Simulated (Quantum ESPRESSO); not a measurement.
KCl (rock salt, space group Fm-3m, No. 225) has a direct gap of 5.11 eV with PBEsol (pw.x of Quantum ESPRESSO, ONCV potentials, scalar-relativistic). After an isotropic strain (on all lattice vectors, atoms relaxed) the gap is direct, 5.01 eV.

Which strain was applied?
A) -1.5 %
B) +2 %
C) -0.7 %
D) +1 %
E) -3 %

D, +1 %. Gaps found: -3 %: 5.42 eV (direct); -1.5 %: 5.26 eV (direct); -0.7 %: 5.18 eV (direct); 0 %: 5.11 eV (direct); 1 %: 5.01 eV (direct); 2 %: 4.92 eV (direct).
